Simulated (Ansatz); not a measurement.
TaN with and without relativity

```xyz
2
Lattice="0.0000 2.2085 2.2085 2.2085 0.0000 2.2085 2.2085 2.2085 0.0000" Properties=species:S:1:pos:R:3 pbc="T T T"
Ta    2.2085    2.2085    2.2085
N     0.0000    0.0000    0.0000
```

The cell comes from a relaxation on PAW files under the same functional, begun from a database entry that needn't be the ground state.

All-electron LAPW in Ansatz 0.2.0 under PBE, with a Γ-centred 11×11×11 k mesh, Fermi–Dirac smearing of 0.02 eV, no spin polarisation. The basis error target is 0.5 meV/atom. The same cell is solved at each level of relativity (Schrödinger's equation, the scalar-relativistic one, Dirac's), and each level may then relax the cell.

The elements are taken as N N2 gas, Ta bcc, each relaxed on PAW files under the same functional and computed by the same method as the compound; zero-point and thermal terms are left out. Formation energies keep the scalar-relativistic cells of compound and elements, so at the other levels neither side is at rest.

```tsv
level	P at the cell (GPa)	gap (eV)	ΔE(formation) at the fixed cells (eV/atom)	relaxed V (Å³/atom)
scalar-relativistic	0.15	0.00	-0.816	10.78
non-relativistic	?	0.00	-0.906	?
with spin–orbit coupling	0.13	0.00	-0.803	10.78
```

(1) Fill in "P at the cell (GPa)" for the row "non-relativistic".

(2) Fill in "relaxed V (Å³/atom)" for the row "non-relativistic".

(3) Does scalar relativity shrink or swell this crystal?

(4) How do the Löwdin populations move when relativity is switched off?

## Answers

(1) 15.39.

(2) 11.28.

(3) It shrinks it by 4.4 % in volume against the non-relativistic cell.

(4) Ta 6s 0.46 → 0.42, Ta 5d 3.80 → 3.89, N 2p 4.24 → 4.20 electrons an atom. The projections hold only the shells that the free atoms fill, so charge of other character is partly counted to these shells and partly left out.
